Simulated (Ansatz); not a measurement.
Ansatz input

```yaml
crystal:
  lattice:
    - [-3.0889023162, 3.5136173657, 1.3907237213]
    - [3.5136173657, -3.0889023162, 1.3907237213]
    - [2.0129140029, 2.0129140029, -0.6128573301]
  atoms:
    - { symbol: Au, position: [0.007314919, 0.992685081, 0.0] }
    - { symbol: Au, position: [0.742685081, 0.257314919, 0.5] }
hamiltonian:
  xc: lda
  pseudopotentials:
    kind: paw
    azcp:
      Au: "pseudopotentials/Au.paw.azcp"
basis:
  ecutwfc: 420
  fft_grid_basis: typed
kpoints:
  mp_grid: { grid: [13, 13, 13], shift: [0, 0, 0] }
magnetization:
  spin_polarized: false
scf:
  occupations: { method: fermi_dirac, width: 0.1 }
  lower_state_search: "off"
output:
  stress: true
  write_density: true
  write_potential: true
  elf: true
  volumetric_format: npy
```

Terminal output

```
Warning: the record states the generating functional pbe (its physics header spells it `PBE`), which answers neither for hamiltonian.xc's functional nor for the lda family's — results may be inconsistent (PPs are generated against a specific XC)
Engine: ansatz 0.2.0, aarch64-unknown-linux-gnu
Pseudopotentials: kind: paw
Pseudopotential: Au, paw, valence charge 19, recommended cutoff 420 eV (normal) 
Functional definition: SPW92
  exchange = slater_x
  correlation = pw_c
Crystal: 2 atoms, lattice volume = 38.685 Å³
Basis set: ecut = 420 eV, 751 PW (Γ)
Bands: 23, of which v1, the nominal top of the filled ones, is band 19 counted from 1 (18 counted from 0)
Symmetry: 4 space group operations
Space group: C2/c (ITA 15), of the structure as read, at distance tolerance 3.4e-5 Å
k-points: 595 of 2197
Non-local potential: Au, projectors of the file, l = 0: 3, l = 1: 2, l = 2: 2, l = 3: 1
PAW form: soft (Blöchl's): semilocal exchange-correlation on the pseudo side does not see the compensation charge
PAW frozen core: Au, regenerated for the run's functional, and the local potential with it (the file was generated under x = pbe(κ = 0.804, μ = 0.2195149727645171), c = pbe(β = 0.06672455060314922))
PAW one-centre angular grid: Au, 590 points (default); XC on 64 Gauss nodes
Initial density: superposition of atomic densities (neutral atoms: chi_scale 0, normalization atom), corrected by the library's trained network
Initial wavefunctions: pseudopotential atomic-orbital guess
Functional: x = slater, c = lda
SCF iter   1: F=—  HF=-25729.569398 eV  |F-HF|=—  |Δ(HF+E_count)|=         —  Δρ=8.96e-3  dr2=2.49e-2  ethr=1.77e-3  ⟨swp⟩=4.7  Hψ=51393  notcnv=0
SCF iter   2: F=—  HF=-25729.564259 eV  |F-HF|=—  |Δ(HF+E_count)|=   5.14e-3  Δρ=4.02e-3  dr2=4.19e-3  ethr=6.55e-5  ⟨swp⟩=2.0  Hψ=24581  notcnv=0
SCF iter   3: F=—  HF=-25729.562827 eV  |F-HF|=—  |Δ(HF+E_count)|=   1.43e-3  Δρ=8.16e-4  dr2=1.38e-4  ethr=1.10e-5  ⟨swp⟩=2.0  Hψ=18091  notcnv=0
SCF iter   4: F=—  HF=-25729.562808 eV  |F-HF|=—  |Δ(HF+E_count)|=   1.86e-5  Δρ=1.49e-4  dr2=6.89e-6  ethr=3.64e-7  ⟨swp⟩=2.4  Hψ=22664  notcnv=0
SCF iter   5: F=—  HF=-25729.562804 eV  |F-HF|=—  |Δ(HF+E_count)|=   4.62e-6  Δρ=3.68e-5  dr2=7.27e-7  ethr=1.81e-8  ⟨swp⟩=2.6  Hψ=22151  notcnv=0
SCF iter   6: F=-25729.562804 eV  HF=-25729.562804 eV  |F-HF|=1.18e-8  |Δ(HF+E_count)|=   1.39e-7  Δρ=7.43e-6  dr2=2.96e-8  ethr=2.63e-10  ⟨swp⟩=8.7  Hψ=90099  notcnv=0
SCF 1 converged in 6 iterations: F = -25729.562804 eV  dr2 = 2.96e-8
SCF converged after 6 iterations
Free energy (F): -25729.562804 eV
Harris-Foulkes:  -25729.562804 eV  (|F-HF|=1.18e-8)
Internal energy: -25729.543982 eV  (E = F + TS)
E sigma→0 (E₀):  -25729.553393 eV
Entropy (-TS):   -0.018822 eV (-9.411 meV/atom)
Fermi energy:    16.865831 eV
--- Per-component energies (eV) ---
  E_band       = -538.185527
  E_kinetic    = 1206.479840
  E_local      = -3873.599745  (includes V_loc(G=0)·N_el)
  E_nonlocal   = 162.828179
  E_hartree    = 1623.854960
  E_xc         = -451.269094
  E_vxc        = -547.203006  (∫ρ·V_xc dr)
  E_paw        = -18846.854313  (= ΣΔE_a)
  E_vpaw       = -734.401548  (= ΣTr[D̂ρ^β])
  E_aug_tail   = 0.002610  (compensation charges beyond the density's cutoff)
  E_ewald      = -5552.031854
  E_core_change = 1.045435  (= ΣΔE_core)
  E_smearing   = -0.018822  (= −TS)
  E_closure    = 0.000000  (closes the sum)
  Σ components = -25729.562804   (vs F -25729.562804, Δ=0.00e0)
--- Stress (GPa, compression-positive) ---
      -15.236520       0.002570       0.213334
        0.002570     -15.236520       0.213334
        0.213334       0.213334     -13.877540
  P = ⅓ Tr σ = -14.7835 GPa (-147.835 kbar)
--- Band table (eV; the first three rows and the last of 595) ---
  k-point 0: bands = ["-88.2889", "-88.2803", "-39.6873", "-39.5795", "-39.5302", "-39.5275", "-39.5251", "-39.5132", "8.2206", "10.7098", "11.2717", "11.7779", "12.8111", "13.2709", "13.9763", "14.4113", "14.7577", "14.9613", "15.4561", "17.1406", "20.1815", "27.6857", "31.4971"]
  k-point 1: bands = ["-88.2886", "-88.2803", "-39.6844", "-39.5847", "-39.5369", "-39.5269", "-39.5268", "-39.5129", "8.3545", "10.8315", "11.2953", "11.8097", "12.7677", "13.3334", "13.9532", "14.3194", "14.8002", "14.9384", "15.0043", "17.7236", "20.1444", "26.9266", "31.6891"]
  k-point 2: bands = ["-88.2877", "-88.2801", "-39.6762", "-39.5991", "-39.5556", "-39.5325", "-39.5250", "-39.5123", "8.7426", "11.1290", "11.4024", "11.8886", "12.6573", "13.5185", "13.8775", "14.1170", "14.3022", "14.8684", "14.8915", "18.8370", "20.0402", "25.3295", "31.7835"]
  k-point 594: bands = ["-88.2813", "-88.2812", "-39.6919", "-39.6906", "-39.5644", "-39.5620", "-39.5147", "-39.5107", "10.5705", "10.6305", "11.8639", "12.0176", "13.7524", "13.7776", "14.3717", "14.5735", "15.0667", "15.2740", "16.0715", "16.6618", "19.4938", "19.9355", "29.7040"]
```
